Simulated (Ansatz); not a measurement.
**KMgF3: moving Mg off its site**

KMgF3, Pm-3m, a = 3.986 Å (as given, not relaxed at this level: 0.3 GPa). The structure is a COD entry; whether it is the stable form wasn't checked. Ansatz: PBEsol, PAW, 420 eV, Γ-centred 6×6×6 mesh on 5 atoms, Gaussian smearing 0.05 eV; no spin polarisation.

```
CELL_PARAMETERS angstrom
3.98590 0.00000 0.00000
0.00000 3.98590 0.00000
0.00000 0.00000 3.98590
ATOMIC_POSITIONS crystal
K 0.50000 0.50000 0.50000
Mg 0.00000 0.00000 0.00000
F 0.50000 0.00000 0.00000
F 0.00000 0.50000 0.00000
F 0.00000 0.00000 0.50000
```

Atom 2 (Mg) moves by x along the unit vector (0.000, 0.000, 1.000), with its periodic images; all else is held. y is the free energy of the cell over the start, F the force along the path summed over the moved atoms. Symmetry makes y even in x.

```
  x (Å) y (meV) F (eV/Å)
-0.1000    47.42      0.98
-0.0500    11.58      0.47
 0.0000     0.00      0.00
 0.0125     0.72     -0.12
 0.0250        ?         ?
 0.0375     6.49     -0.35
 0.0625    18.17     -0.59
 0.0750    26.31     -0.71
 0.0875    36.04     -0.84
```

Problem. Fit y = c2 x² + c4 x⁴ to the energies of the other rows, give the force constant, and predict energy and force of the missing row.

Solution. Least squares on the rows shown. y = 4594.2 x² + 14775 x⁴. The force constant is 2 c2 = 9.19 eV/Å² (for all images moving together, not for a lone atom). The force −dy/dx at the missing row is -0.23 eV/Å (computed -0.23). At x = 0.0250 the fit asked for gives 2.88 meV. The run gave 2.88 meV, the same to the digits shown.

Symmetry holds off the tilts and polar distortions that many cubic perovskites undergo.